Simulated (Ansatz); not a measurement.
AlGaP2 in space group P-4m2 (No. 115; Al on 1c, Ga on 1a, P on 2g), PBEsol (plane waves, PAW; program Ansatz), all energies at zero smearing, with the estimated change up to a 700 eV cutoff added, with one set of potentials and settings (totals compare only within such a set). Cell of 4 atoms (1 Al, 1 Ga, 2 P): -5749.777 eV.

```
element             reference phase  E (eV/atom)
-------  --------------------------  -----------
Al       Fm-3m, 1 atoms in the cell    -524.5507
Ga        Cmce, 4 atoms in the cell   -3743.2031
P         Cmce, 4 atoms in the cell    -740.0371
```

Formation energy per atom, worked out: (-5749.777 − 1×(-524.5507) − 1×(-3743.2031) − 2×(-740.0371))/4 = -0.487 eV/atom (-47 kJ per mol of atoms), at 0 K, without zero-point energy or fitted corrections.

The workflow started from a Materials Project entry (that database holds measured and hypothetical structures alike); the Crystallography Open Database copy checked does not list it. With Al and Ga taken as one species the cell has the higher symmetry F-43m, so it may be an ordered model of a mixed-site phase. Whether it is the stable phase at ambient conditions was not checked. The PBEsol relaxation kept the symmetry of its start; whether a distortion lowers the energy is not shown. The references are the lowest solids computed at this level, not always the standard phases. Scalar-relativistic: spin–orbit coupling is off unless named, which matters more the heavier the elements.

Potentials: the later of the program's two PAW sets.
